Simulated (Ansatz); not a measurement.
MgPd (CsCl type)

```xyz
2
Lattice="3.1038 0.0000 0.0000 0.0000 3.1038 0.0000 0.0000 0.0000 3.1038" Properties=species:S:1:pos:R:3 pbc="T T T"
Mg     0.0000     0.0000     0.0000
Pd     1.5519     1.5519     1.5519
```

A phonon eigenvector at Γ is frozen into this cell: atom i moves by Q times the vector below, so Q is the largest atomic displacement, in Å. The cell is held. It is one choice among 3 degenerate patterns.

| atom | x | y | z |
|---|---|---|---|
| Mg1 | 0.000 | 0.000 | 1.000 |
| Pd2 | 0.000 | 0.000 | -0.228 |

All values below come from LDA (plane waves to 420 eV, PAW, scalar-relativistic; Ansatz, an electronic-structure program). k mesh 15×15×15 (Γ-centred), Fermi-Dirac smearing 0.05 eV. E stands for the smeared free energy. With partly filled bands, energies and forces of such displacements shift with the k mesh and the smearing. MgPd is run without spin polarisation. MgPd was relaxed with its symmetry unable to fall. ΔE is measured from the undisplaced structure.

The scan covers Q from -0.280 to 0.280 Å in 13 points.

**Question.** Which space group does the distorted structure have?

**Answer.** P4mm (No. 99), lowered from Pm-3m.

**Question.** Is the energy the same for equal positive and negative displacements?

**Answer.** Even: the same for both signs.

**Question.** What is the energy change at Q = 0.280 Å?

**Answer.** 278 meV/cell.

**Question.** What harmonic wavenumber does the curvature at Q = 0 give?

**Answer.** 255 cm⁻¹.

(For displaced atoms, the force is minus the slope of the energy, and its curvature is a force constant, which sets phonon frequencies.)
